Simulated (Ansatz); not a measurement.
# How much do the gradients of CsSnI₃ depend on the method?

Cell: a measured structure from the Crystallography Open Database (COD), its atoms then relaxed with PBE in this cell.

```
Cs Sn I
1.0
    10.34950    0.00000    0.00000
     0.00000    4.76320    0.00000
     0.00000    0.00000   17.68400
Cs Sn I
4 4 12
Direct
  0.91437 0.75000 0.67050
  0.58563 0.25000 0.17050
  0.41437 0.75000 0.82950
  0.08563 0.25000 0.32950
  0.34146 0.25000 0.56104
  0.15854 0.75000 0.06104
  0.84146 0.25000 0.93896
  0.65854 0.75000 0.43896
  0.53183 0.75000 0.61507
  0.96817 0.25000 0.11507
  0.03183 0.75000 0.88493
  0.46817 0.25000 0.38493
  0.16322 0.75000 0.50031
  0.33678 0.25000 0.00031
  0.66322 0.75000 0.99969
  0.83678 0.25000 0.49969
  0.20179 0.25000 0.71112
  0.29821 0.75000 0.21112
  0.70179 0.25000 0.78888
  0.79821 0.75000 0.28888
```

Atom numbers follow the list; atoms alike are taken as one site, whose name carries the number of the first.

First run. Method: Kohn–Sham DFT in Ansatz, PBE, plane waves and PAW, scalar-relativistic, 420 eV cutoff, Γ-centred 3×6×2 k-points, Fermi–Dirac smearing 0.02 eV.

```csv
site,atom,V_zz (10²¹ V/m²),η
Cs,1,3.08,0.87
Sn,5,-4.37,0.46
I9,9,-6.45,0.54
I13,13,-22.5,0.41
I17,17,28.2,0.32
```

Second run. The same atoms and settings, except that the functional is r2SCAN and the cutoff is 500 eV.

(1) Given the first result, estimate the second.

Answers

(1) 

```tsv
site	atom	V_zz	η	change of V_zz
Cs	1	3.18	0.88	+0.10
Sn	5	-4.47	0.42	-0.10
I9	9	-6.63	0.65	-0.18
I13	13	-21.9	0.43	+0.59
I17	17	28.1	0.31	-0.09
```

The largest change of V_zz is on I13, from -22.5 to -21.9. In per cent, |V_zz| changes by +3 on Cs, +2 on Sn, -3 to +3 on I (all sites that start above 0.5). Isomer shifts (Sn against SnO₂, from the density at the nucleus and a line fitted to measured compounds for each functional; the lines scatter by about 0.1 mm/s, so smaller changes between functionals mean little): Sn 3.98 → 4.04 mm/s.

Without spin–orbit coupling the gradients at and beside I can be off by some per cent, at some sites by more.
For the second run: With these PAW files V_zz is typically within 2 to 3 % of all-electron values, but misses above 10 % occur on I, Sn.
